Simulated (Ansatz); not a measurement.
Level of theory: DFT PBE, scalar-relativistic, plane waves, PAW (Ansatz). All cells share a 420 eV cutoff and Γ-centred k meshes spaced at most about 0.3 Å⁻¹ (about 0.25 or finer for metals, 2π included). No spin polarisation in the final relaxations.

All energies are static (0 K, no zero-point motion). All come from trial cells, and lower structures may exist.

Problem. These unrelaxed guesses for Lu2SiF3 are each relaxed within their symmetry. Order them by the energy at which they end, lowest first.
1.

```
CELL_PARAMETERS angstrom
-2.45480 2.45480 3.98808
2.45480 -2.45480 3.98808
2.45480 2.45480 -3.98808
ATOMIC_POSITIONS crystal
Lu 0.80979 0.80979 0.00000
Lu 0.19021 0.19021 0.00000
Si 0.50000 0.50000 0.00000
F 0.75000 0.25000 0.50000
F 0.25000 0.75000 0.50000
F 0.00000 0.00000 0.00000
```

2.

```
CELL_PARAMETERS angstrom
3.12769 0.00000 0.00000
0.00000 3.12769 0.00000
0.00000 0.00000 9.46949
ATOMIC_POSITIONS crystal
Lu 0.50000 0.50000 0.32482
Lu 0.50000 0.50000 0.67518
Si 0.50000 0.50000 0.00000
F 0.00000 0.00000 0.83907
F 0.00000 0.00000 0.16093
F 0.00000 0.00000 0.50000
```

3.

```
CELL_PARAMETERS angstrom
5.48983 0.00000 0.00000
-2.74492 4.75433 0.00000
0.00000 0.00000 3.82303
ATOMIC_POSITIONS crystal
Lu 0.33333 0.66667 0.50000
Lu 0.66667 0.33333 0.50000
Si 0.00000 0.00000 0.00000
F 0.50000 0.00000 0.50000
F 0.00000 0.50000 0.50000
F 0.50000 0.50000 0.50000
```

4.

```
CELL_PARAMETERS angstrom
5.15080 0.00000 0.00000
-2.57540 4.46072 0.00000
0.00000 0.00000 4.22952
ATOMIC_POSITIONS crystal
Lu 0.33333 0.66667 0.00000
Lu 0.66667 0.33333 0.00000
Si 0.00000 0.00000 0.00000
F 0.50000 0.00000 0.50000
F 0.00000 0.50000 0.50000
F 0.50000 0.50000 0.50000
```

Solution. 4 (ends in P6/mmm, 0 meV/atom), 1 (ends in I4/mmm, 265 meV/atom), 3 (ends in P6/mmm, 0.38 eV/atom), 2 (ends in P4/mmm, 0.48 eV/atom).

In P6/mmm at 15.2 Å³/atom, I4/mmm, P6/mmm at 25.0 Å³/atom, P4/mmm an odd number of electrons in the primitive cell allows no gap without spin; a larger cell or a magnetic state could open one. A magnetic state wasn't ruled out in cells without spin, among them P6/mmm at 15.2 Å³/atom, I4/mmm, P6/mmm at 25.0 Å³/atom, P4/mmm. Cells relaxed within their symmetry can be saddle points. Some structure types and database cells were kept out of the candidates from the start, so a known form may be missing.
